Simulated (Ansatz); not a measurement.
## From three elastic constants to directional properties of ScAl3N4

Method: DFT PBEsol, scalar-relativistic, plane waves, PAW (Ansatz 0.2.0). Settings: 420 eV plane-wave cutoff, Γ-centred 6×6×6 mesh, fixed occupations. No spin polarisation.

The cell, relaxed at this level:
```
CELL_PARAMETERS angstrom
4.49814 0.00000 0.00000
0.00000 4.49814 0.00000
0.00000 0.00000 4.49814
ATOMIC_POSITIONS crystal
Sc 0.00000 0.00000 0.00000
Al 0.50000 0.50000 0.00000
Al 0.50000 0.00000 0.50000
Al 0.00000 0.50000 0.50000
N 0.73747 0.73747 0.26253
N 0.73747 0.26253 0.73747
N 0.26253 0.73747 0.73747
N 0.26253 0.26253 0.26253
```

The cell was built by swapping an element in a database structure (itself possibly hypothetical) and relaxing; it need not be the stable form of this composition.

With ions relaxed, on the cubic axes: C11 = 244.0, C12 = 152.8, C44 = 116.0 GPa. The density is 3.319 g/cm³.

Task: Is the crystal stable against strain, and how anisotropic is it?

Result: Born's conditions hold: C11 + 2C12 = 549.5, C11 − C12 = 91.2 and C44 = 116.0 GPa are all positive. B = (C11 + 2C12)/3 = 183.2 GPa. The two shear moduli are C44 and C′ = (C11 − C12)/2 = 45.6 GPa, so Zener's ratio is A = C44/C′ = 2.54: the tetragonal shear C′ is the soft one, as in many fcc and bcc metals and zincblende crystals. The Cauchy pressure C12 − C44 is 36.8 GPa; it would vanish for pair forces between atoms on inversion centres at zero pressure, and a positive value is usual with metallic or many-body binding, and where atoms off inversion centres relax under shear, which lowers C44.

Task: Give the sound speeds along the three symmetry directions.

Result: The Christoffel equation gives ρv² for each branch:
```
direction branch                    ρv²    GPa v (m/s)
    [100]              L                    C11  244.0     8573
    [100]         T (×2) C44  116.0     5912
    [110]              L   (C11 + C12 + 2C44)/2  314.4     9732
    [110]   T, u ∥ [001]                    C44  116.0     5912
    [110]  T, u ∥ [1-10]          (C11 − C12)/2   45.6     3707
    [111]              L  (C11 + 2C12 + 4C44)/3  337.8    10088
    [111]         T (×2) (C11 − C12 + C44)/3   69.1     4562
```

In a piezoelectric crystal some branches stiffen further, which is left out.

Task: How does Young's modulus depend on direction?

Result: Inverting gives S11 = 7.914, S12 = -3.047, S44 = 8.621 TPa⁻¹. Along a unit vector (l, m, n), 1/E = S11 − 2(S11 − S12 − S44/2)(l²m² + m²n² + n²l²), where the last bracket is 0, 1/4 and 1/3 for [100], [110] and [111]: E = 126, 218 and 287 GPa. With A > 1 the body diagonal is stiffest. For a film on (001), the biaxial modulus is C11 + C12 − 2C12²/C11 = 205 GPa and the normal strain is −2C12/C11 = -1.25 times the in-plane one.

Cost: 2 runs of about 11 core-minutes in all, on Intel Xeon Platinum 8259CL (Skylake/Cascade Lake) (shared hosts).